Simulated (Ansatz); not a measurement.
MnF₂ in space group Pbcn (No. 60; Mn on 4c, F on 8d), r²SCAN in the plane-wave PAW code Ansatz. The conduction-band minimum lies at Γ, with 1 equivalent valley. Second derivatives d²E/dk² of the lowest band at one valley (eV·Å²), along Cartesian directions:

```
direction  d²E/dk²
---------  -------
[100]        14.54
[010]        14.70
[001]        14.71
[110]        14.62
[101]        14.35
[011]        14.70
```

Task: Find the principal effective masses, the density-of-states mass and the conductivity mass.

Result: Off-diagonal terms follow from H_xy = H[110] − (H_xx + H_yy)/2, and m*/mₑ = 7.620 eV·Å² over each eigenvalue: 0.51, 0.52, 0.53. One valley's DOS mass (m₁m₂m₃)^(1/3) = 0.52, conductivity mass 3/(Σ 1/mᵢ) = 0.52 mₑ.

Task: What effective density of states Nc follows at 300 K for parabolic valleys?

Result: Nc = 2.509e19 × 1 × (0.52)^(3/2) ≈ 9.4e18 cm⁻³.

The first step of the workflow began from a Materials Project structure, measured or hypothetical; the Crystallography Open Database copy checked does not list it. COD files the formula under space group No. 136, so this cell is another polymorph or a model. Its standing as an ambient phase is unchecked. The r²SCAN relaxation kept the symmetry of its start, as lowered by the spin order; whether a distortion lowers the energy is not shown. The final state is antiferromagnetic, chosen from 4 collinear starts compared on coarse meshes (ties went to the first, and starts can fall back to one state), not a proven ground state. Other orbital occupations within this spin state were not tried. No Hubbard U is applied. Point labels and valley counts follow the cell and symmetry of the run, lower than the named group.

Potentials: the later of the program's two PAW sets.

Edges and masses are those of Kohn–Sham bands, whose gap is no quasiparticle gap.
